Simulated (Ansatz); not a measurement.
AlGa₃N₄:
```
CELL_PARAMETERS angstrom
      4.46535     0.00000     0.00000
      0.00000     4.46535     0.00000
      0.00000     0.00000     4.46535
ATOMIC_POSITIONS crystal
  Al 0.00000 0.00000 0.00000
  Ga 0.50000 0.50000 0.00000
  Ga 0.00000 0.50000 0.50000
  Ga 0.50000 0.00000 0.50000
  N  0.75535 0.75535 0.24465
  N  0.75535 0.24465 0.75535
  N  0.24465 0.24465 0.24465
  N  0.24465 0.75535 0.75535
```

x, y and z are the axes in which the lattice vectors are written.

Problem. Give the high-frequency dielectric tensor and the Born effective charge tensors of the independent atoms from DFPT, r²SCAN in the plane-wave PAW code Ansatz.

Solution. 
ε∞:
```
5.12  0.00  0.00
0.00  5.12  0.00
0.00  0.00  5.12
```
Z* of atom 1 (Al), rows: field, columns: displacement, in e:
```
2.57  0.00  0.00
0.00  2.57  0.00
0.00  0.00  2.57
```
Z* of atom 2 (Ga), rows: field, columns: displacement, in e:
```
2.61  0.00  0.00
0.00  2.61  0.00
0.00  0.00  2.72
```
Z* of atom 5 (N), rows: field, columns: displacement, in e:
```
-2.63   0.05  -0.05
 0.05  -2.63  -0.05
-0.05  -0.05  -2.63
```

Static charges for comparison (Bader): Al1 +2.48, Ga2 +1.64, N5 -1.85 e. Born charges measure polarisation by displacement and can exceed these by far.

Space group P-43m. The first step of the workflow began from a Materials Project structure, measured or hypothetical; the Crystallography Open Database copy checked does not list it. With Al and Ga taken as one species the cell has the higher symmetry F-43m, so it may be an ordered model of a mixed-site phase. Its standing as an ambient phase is unchecked. The cell was relaxed with r²SCAN under the symmetry of its start; whether a distortion lowers the energy is not shown. Scalar-relativistic: spin–orbit coupling is off unless named, which matters more the heavier the elements.

Potentials: the later of the program's two PAW sets.
